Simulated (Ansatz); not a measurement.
As:
```cif
data_As6
_chemical_formula_sum 'As6'
_space_group_name_H-M_alt 'R-3m :H'
_space_group_IT_number 166
_space_group_name_Hall '-R 3 2"'
_cell_length_a 3.81200
_cell_length_b 3.81200
_cell_length_c 10.78765
_cell_angle_alpha 90.000
_cell_angle_beta 90.000
_cell_angle_gamma 120.000
loop_
_atom_site_label
_atom_site_type_symbol
_atom_site_symmetry_multiplicity
_atom_site_Wyckoff_symbol
_atom_site_fract_x
_atom_site_fract_y
_atom_site_fract_z
_atom_site_occupancy
As1 As 6 c 0.00000 0.00000 0.22638 1
```
(The calculation used a cell of 2 atoms; values per cell refer to that cell.)

This is the PBE-relaxed structure.

Q: All from DFT-PBE in the program Ansatz with PAW potentials, unless another level is named. Give the electronic character.

A: metallic (no gap).

Q: What about the density of states at the Fermi level?

A: 0.09 states/eV per atom (mean over ±0.08 eV).

The cell was relaxed with PBE under the symmetry of its start. Scalar-relativistic: spin–orbit coupling is off unless named, which matters more the heavier the elements.

Potentials: the later of the program's two PAW sets.
